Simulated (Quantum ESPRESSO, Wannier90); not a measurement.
# Wannier functions of TaN (P-62m)

```xyz
6
Lattice="5.2085 0.0000 0.0000 -2.6042 4.5107 0.0000 0.0000 0.0000 2.9148" Properties=species:S:1:pos:R:3 pbc="T T T"
Ta     0.0000     0.0000     0.0000
Ta     2.6042    -1.5036     1.4574
Ta    -2.6042     1.5036     1.4574
N      2.0438     0.0000     0.0000
N     -1.0219    -1.7700     0.0000
N     -1.0219     1.7700     0.0000
```

Structure: Materials Project mp-1279, symmetrised, not relaxed again. COD (Crystallography Open Database) has the formula in 5 space groups, this one among them (matched by group alone). Method: PBEsol plane waves in Quantum ESPRESSO 7.5 (PseudoDojo norm-conserving files, 68 Ry, no spin polarisation, no spin-orbit coupling), Bloch states on a 6×6×8 mesh through Γ, Wannier90 4.0.1. Density: 12×12×10 mesh, cold smearing 0.01 Ry. Spin-orbit coupling is left out although heavy elements are present.

Bands 13-15 form an isolated set from -18.26 to -15.54 eV relative to the Fermi level (on the path) and are turned into 3 Wannier functions by minimising the spread from the start: atomic waves N 2s.

Centres (Cartesian, Å; one of the equivalent choices) and spreads:

```
n       x       y      z  spread (Å²)  nearest atom
-  ------  ------  -----  -----------  ------------
1   2.040   0.000  0.000        1.099            N4
2  -1.020  -1.767  0.000        1.099            N5
3  -1.020   1.767  0.000        1.099            N6
```

Ω_I = 3.29 Å², Ω_total = 3.30 Å²; the interpolated bands follow pw.x to 0.1 meV rms on the path. Only this start was tried; a symmetric start can stop on a saddle, and mixtures of these functions could lower the total by at most Ω_total − Ω_I.
